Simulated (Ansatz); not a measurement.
Theory: Ansatz, DFT PBE, scalar-relativistic, plane waves, PAW. Settings: cutoff 420 eV, Γ-centred meshes spaced at most about 0.3 Å⁻¹, and about 0.25 Å⁻¹ or finer for metals (2π included), Gaussian smearing. No spin polarisation in the final relaxations.

These are static total energies at zero pressure.

Compare these two cells of Cd3TeSe2, each relaxed at this level.

A.

```yaml
crystal:
  lattice:
    - [-2.45284, 2.45284, 8.11253]
    - [2.45284, -2.45284, 8.11253]
    - [2.45284, 2.45284, -8.11253]
  atoms:
    - { symbol: Cd, position: [0.67737, 0.67737, 0.00000] }
    - { symbol: Cd, position: [0.32263, 0.32263, 0.00000] }
    - { symbol: Cd, position: [0.00000, 0.00000, 0.00000] }
    - { symbol: Te, position: [0.50000, 0.50000, 0.00000] }
    - { symbol: Se, position: [0.75000, 0.25000, 0.50000] }
    - { symbol: Se, position: [0.25000, 0.75000, 0.50000] }
```

B.

```yaml
crystal:
  lattice:
    - [7.05488, 0.00000, 0.00000]
    - [-3.52744, 6.10970, 0.00000]
    - [0.00000, 0.00000, 3.83238]
  atoms:
    - { symbol: Cd, position: [0.50000, 0.50000, 0.50000] }
    - { symbol: Cd, position: [0.50000, 0.00000, 0.50000] }
    - { symbol: Cd, position: [0.00000, 0.50000, 0.50000] }
    - { symbol: Te, position: [0.00000, 0.00000, 0.50000] }
    - { symbol: Se, position: [0.66667, 0.33333, 0.00000] }
    - { symbol: Se, position: [0.33333, 0.66667, 0.00000] }
```

Question: Which would you expect to be lower, and how large is the difference?

Answer: B is lower, by 71 meV/atom. A has space group I4/mmm (No. 139), 32.5 Å³/atom and no gap on its mesh; B has space group P6/mmm (No. 191), 27.5 Å³/atom and no gap. Counting Se or Te atoms around Cd (for each partner element, those within 1.25 times its shortest distance or 1.15 times the sum of covalent radii, where it is the nearest in units of that sum or under 1.3; a plus sign parts groups by distance over the sum of covalent radii; the shortest distance is added where it exceeds 1.18 times the sum of covalent radii; a slash parts the counts of unlike sites), A has Cd 4 from 3.5 Å/5 and B has Cd 4+2. The denser one is the lower, and pressure would at first widen the difference. In A, Cd on a site of symmetry 4mm has 4 Se at 2.72 Å and 1 Te at 2.88 Å; Te is surrounded by 2 Cd at 2.88 Å and 4 Cd at 3.47 Å; Se is surrounded by 4 Cd at 2.72 Å and 4 Se at 3.47 Å; 1 more site not described. In B, around Cd lie 4 Se at 2.80 Å, 4 Cd at 3.53 Å and 2 Te at 3.53 Å; around Te lie 6 Cd at 3.53 Å and 2 Te at 3.83 Å; Se is surrounded by 6 Cd at 2.80 Å. Both come from invented guesses.

Spin–orbit coupling, which can matter for Te, is left out. Cells relaxed within their symmetry can be saddle points.
